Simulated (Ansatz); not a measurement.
6 guesses for Sc₂GaP₃ and where they end

These are results of DFT PBE, scalar-relativistic, plane waves, PAW (Ansatz 0.2.0), not measurements. Settings: cutoff 420 eV, Γ-centred meshes spaced at most about 0.3 Å⁻¹, and about 0.25 Å⁻¹ or finer for metals (2π included), Gaussian smearing. No spin polarisation in the final relaxations.

Each guess was relaxed in cell and atoms at zero pressure, within the symmetry of its start. All energies are static (0 K, no zero-point motion). Coordination counts P atoms around Ga and Sc (those within 1.25 times the shortest such distance or 1.15 times the sum of covalent radii; a plus sign parts nearer from farther groups; the shortest distance is added where it is long for a bond).

```csv
guess,made from,start group,V start (Å³/atom),end group,V end (Å³/atom),coordination at the end,gap on mesh (eV),E over the lowest end (meV/atom)
1,random cell,P6/mmm,20.4,?,?,?,?,?
2,Gd2CoNi3 type,P-6m2,21.3,P-6m2,17.5,"Sc 9, Ga 3",0,292
3,random cell,P4/mmm,21.1,P4/mmm,21.2,"Sc 4, Ga 2+8 from 3.1 Å",0,608
4,TbCu2Ni3 type,P6/mmm,19.2,P6/mmm,19.2,"Sc 6, Ga 12 from 3.5 Å",0,158
5,Zr2Sb3Pd type,P-4m2,19.0,P-4m2,17.5,"Sc 5+2, Ga 4+4",0,0
6,Mg3HgAu2 type,P4/mmm,18.0,P4/mmm,17.8,"Sc 4+4, Ga 8 from 3.1 Å",0,96
```

Guess 1 as it starts:

```
Sc Ga P
1.0
     4.46814    0.00000    0.00000
    -2.23407    3.86953    0.00000
     0.00000    0.00000    7.08559
Sc Ga P
2 1 3
Cartesian
  0.0000 0.0000 5.0155
  0.0000 0.0000 2.0701
  0.0000 0.0000 0.0000
  2.2341 0.0000 3.5428
  -1.1170 1.9348 3.5428
  1.1170 1.9348 3.5428
```

Question: Fill in the missing row: what does this guess relax into, and where does it rank?

Answer: It ends in space group P6/mmm (No. 191), with a = 4.776 Å, c = 8.632 Å, 28.4 Å³/atom and no gap. It lies 0.89 eV/atom over the lowest end, above guess 3 and so the highest of the set. Counting P atoms around Ga and Sc, this end has Sc 6, Ga 12+12 from 4.9 Å and the lowest (guess 5) has Sc 5+2, Ga 4+4. This end holds P–P nets (shortest 2.39 Å); in the lowest (guess 5) the shortest P–P distance is 3.16 Å.

```cif
data_structure
_symmetry_space_group_name_H-M 'P 1'
_symmetry_Int_Tables_number 1
_cell_length_a 4.7761
_cell_length_b 4.7761
_cell_length_c 8.6318
_cell_angle_alpha 90.000
_cell_angle_beta 90.000
_cell_angle_gamma 120.000
_cell_volume 170.52
loop_
_atom_site_label
_atom_site_type_symbol
_atom_site_fract_x
_atom_site_fract_y
_atom_site_fract_z
_atom_site_occupancy
Sc1 Sc 0.00000 0.00000 0.67080 1
Sc2 Sc 0.00000 0.00000 0.32920 1
Ga1 Ga 0.00000 0.00000 0.00000 1
P1 P 0.50000 0.00000 0.50000 1
P2 P 0.00000 0.50000 0.50000 1
P3 P 0.50000 0.50000 0.50000 1
```

Energies over the elements count from the elements' standard structures at the same level, with no fitted energy shifts. The references include black phosphorus.

Question: Is the lowest end bound against the elements?

Answer: Yes: its formation energy is −0.80 eV/atom. A negative formation energy is needed for stability but isn't enough: competing phases decide.

A magnetic state wasn't ruled out in cells without spin, among them P6/mmm at 28.4 Å³/atom. The reference form of P is held partly by dispersion forces, which this level lacks. Cells relaxed within their symmetry can be saddle points. A lower structure may well exist outside this small set. Some types were kept out of the candidates beforehand, so the set may lack a known form.
